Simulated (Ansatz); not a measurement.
**Stiffness of SrCd from strained cells**

```yaml
crystal:
  lattice:
    - [4.00300, 0.00000, 0.00000]
    - [0.00000, 4.00300, 0.00000]
    - [0.00000, 0.00000, 4.00300]
  atoms:
    - { symbol: Sr, position: [0.50000, 0.50000, 0.50000] }
    - { symbol: Cd, position: [0.00000, 0.00000, 0.00000] }
```

Atom numbers follow the list: Sr1, Cd2.

The cell is COD entry 2310286, as deposited and not checked against the literature; nothing was relaxed.

All numbers below come from DFT, LDA, all-electron LAPW, scalar-relativistic in Ansatz 0.2.0.

The runs use a Γ-centred 10×10×10 k mesh, Fermi–Dirac smearing of 0.08 eV, basis error target 0.5 meV/atom, no spin polarisation.

The unstrained cell is at -2.06 GPa. Large strains and very small stresses are left out. Each strain is applied once, with fractional coordinates held (clamped ions), and σ below is the change of stress, positive in tension. One finite strain gives stress–strain coefficients at this pressure with an error of the order of the strain times third-order constants, a few per cent for each per cent of strain. In a metal the k mesh adds noise of tens of per cent to soft shears.

Task: With equal xy, yz and zx engineering shear strains of -1 %, the run gives σxy = -0.20 GPa and γxy = 2εxy = -0.0100. Which stiffness follows?

Result: C44 (clamped ions) = σxy/γxy = 20 GPa.

Task: Estimate the stiffness probed by this change, and the stress that it gives: equal xy, yz and zx engineering shear strains of +1 %.

Result: σxy = 0.19 GPa and γxy = 2εxy = 0.0100, so C44 (clamped ions) = σxy/γxy = 19 GPa.

Task: The two estimates of C44 (clamped ions) differ. Why, and which value is best?

Result: Finite strains add third-order terms, and in a metal the k mesh adds noise; two strains on one mesh can't tell these apart, so neither value is shown to be the better.
